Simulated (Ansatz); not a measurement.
The relaxation started from an entry of Materials Project.

One stationary structure of ScOF. Space group P4/nmm (No. 129). Computed with PBEsol (plane waves to 420 eV, PAW, scalar-relativistic; Ansatz, a program for electronic structure).

```cif
data_F2O2Sc2
_chemical_formula_sum 'Sc2 O2 F2'
_space_group_name_H-M_alt 'P 1'
_space_group_IT_number 1
_cell_length_a 3.57758
_cell_length_b 3.57758
_cell_length_c 5.09458
_cell_angle_alpha 90.000
_cell_angle_beta 90.000
_cell_angle_gamma 90.000
loop_
_space_group_symop_operation_xyz
  'x, y, z'
loop_
_atom_site_label
_atom_site_type_symbol
_atom_site_fract_x
_atom_site_fract_y
_atom_site_fract_z
_atom_site_occupancy
Sc1 Sc 0.50000 0.00000 0.70723 1
Sc2 Sc 0.00000 0.50000 0.29277 1
O1 O 0.00000 0.00000 0.50000 1
O2 O 0.50000 0.50000 0.50000 1
F1 F 0.50000 0.50000 0.00000 1
F2 F 0.00000 0.00000 0.00000 1
```

Volume per atom: 10.87 Å³
Band gap: 4.42 eV, indirect (valence top at 56 % of the way from A to Z, conduction bottom at Γ) (no spin-orbit coupling)
Smallest direct gap: 4.56 eV at 38 % of the way from A to Z
Shortest distances: O–Sc 2.08 Å; F–Sc 2.33 Å; O–O 2.53 Å; F–F 2.53 Å
k-mesh: 9×9×7

Band energies at high-symmetry points (eV from the VBM; labels of this space group; no spin-orbit coupling), from −5 eV up to 5.3 eV:

```tsv
point	energies
Γ	-4.73 -4.73 -4.49 -3.26 -3.26 -2.34 -2.34 -1.41 -0.66 -0.24 -0.24 4.42 4.74 5.22
X	-4.58 -4.58 -3.83 -3.83 -3.62 -3.62 -2.26 -2.26 -1.94 -1.94 -0.70 -0.70 4.73 4.73
M	-4.09 -4.09 -3.39 -3.39 -2.11 -2.11 -0.67 -0.67 -0.22 -0.22 4.59 4.59
Z	-4.69 -4.69 -4.16 -3.54 -3.54 -3.37 -3.17 -2.18 -2.13 -2.13 -0.11 -0.11 4.56 4.71
R	-3.98 -3.98 -3.82 -3.82 -3.65 -3.65 -2.42 -2.42 -1.98 -1.98 -1.32 -1.32 4.96 4.96 5.07 5.07
A	-3.87 -3.87 -3.74 -3.74 -2.07 -2.07 -1.17 -1.17 -0.28 -0.28 4.77 4.77
```

No spin polarisation in the result.

The run could not lose the symmetry of its start.
